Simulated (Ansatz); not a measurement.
### Question
WC in space group P-6m2 (No. 187; W on 1a, C on 1f) is relaxed with the program Ansatz at the LDA level (PAW). What lattice parameters of the conventional cell result?

### Answer
a = 2.884 Å, c = 2.812 Å.

### Question
Is it a metal or does it have a gap at this level?

### Answer
No gap at this level.

The cell was relaxed with LDA under the symmetry of its start. The run is not spin-polarised. Scalar-relativistic: spin–orbit coupling is off unless named, which matters more the heavier the elements.

Potentials: the earlier of the program's two PAW sets. The files were generated under PBE; for other functionals the program regenerates the frozen cores, and for LDA and PBEsol the local potential too.
